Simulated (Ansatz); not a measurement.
IrW in space group Pmma (No. 51; Ir on 2f, W on 2e), plane-wave PAW PBE (Ansatz code), all energies at zero smearing, with the estimated change up to a 700 eV cutoff added, with one set of potentials and settings (totals compare only within such a set). Cell of 4 atoms (2 Ir, 2 W): -44641.485 eV.

```tsv
element	reference phase	E (eV/atom)
Ir	Fm-3m, 1 atoms in the cell	-11935.3137
W	Im-3m, 1 atoms in the cell	-10384.8193
```

Formation energy per atom, worked out: (-44641.485 − 2×(-11935.3137) − 2×(-10384.8193))/4 = -0.305 eV/atom (-29 kJ per mol of atoms), at 0 K, without zero-point energy or fitted corrections.

The workflow started from an entry of the Crystallography Open Database (COD). Whether it is the stable phase at ambient conditions was not checked. Symmetry was held in the PBE relaxation; its stability against distortions is not shown here. No spin polarisation was allowed. The references are the lowest solids computed at this level, not always the standard phases. Spin–orbit coupling is left out wherever it is not named.

Potentials: the later of the program's two PAW sets.
